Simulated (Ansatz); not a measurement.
Consider a crystal of ScCoC4N4 in space group P-43m (No. 215), with Sc on 1b; Co on 1a; C on 4e; N on 4e. A trial structure of ScCoC4N4 was built thus: two interpenetrating cyanide-bridged diamond nets.

Computed with DFT PBE, scalar-relativistic, plane waves, PAW in Ansatz. Cutoff 420 eV, Γ-centred mesh, Gaussian smearing, collinear spin.

Energies over the elements count from the elements' standard structures at the same level (N₂ as a molecule), with no fitted energy shifts.

Problem. Which cell and coordinates does it relax to?

Solution.

Space group P-43m (No. 215). a = 5.927 Å, b = 5.927 Å, c = 5.927 Å, α = 90.00°, β = 90.00°, γ = 90.00°
```json
{"atom": "Sc", "site": "1b", "symmetry": "-43m", "x": "0.5000", "y": "0.5000", "z": "0.5000"}
{"atom": "Co", "site": "1a", "symmetry": "-43m", "x": "0.0000", "y": "0.0000", "z": "0.0000"}
{"atom": "C", "site": "4e", "symmetry": ".3m", "x": "0.1822", "y": "0.1822", "z": "0.1822"}
{"atom": "N", "site": "4e", "symmetry": ".3m", "x": "0.2975", "y": "0.2975", "z": "0.2975"}
```

Sc has 4 N at 2.08 Å; Co is surrounded by 4 C at 1.87 Å; C is surrounded by 1 N at 1.18 Å and 1 Co at 1.87 Å; N is surrounded by 1 C at 1.18 Å and 1 Sc at 2.08 Å. Another local minimum with the same sites may exist.

Problem. Where does its energy lie, and is it a metal?

Solution. The formation energy is +0.02 eV/atom. The gap on the 6×6×6 mesh of the 10-atom cell is 0 eV (a metal). The net moment per atom is 0.20 μB and the moment by site is Co 1.4 μB. The formation energy is too near zero to say whether this cell lies below the elements.

The last run used collinear spin and Gaussian smearing of 0.10 eV. The k mesh leaves some 4 meV/atom of noise in the energy of each metallic cell. In such compounds of Co a zero gap at this level may well be an artefact, since no Hubbard U is applied. The reference form of C is held partly by dispersion forces, which this level lacks. Another magnetic order may lie lower. Symmetry constrained the relaxation, so the result can be a saddle point. Site moments count only spheres around the atoms; the net moment includes the space between them.
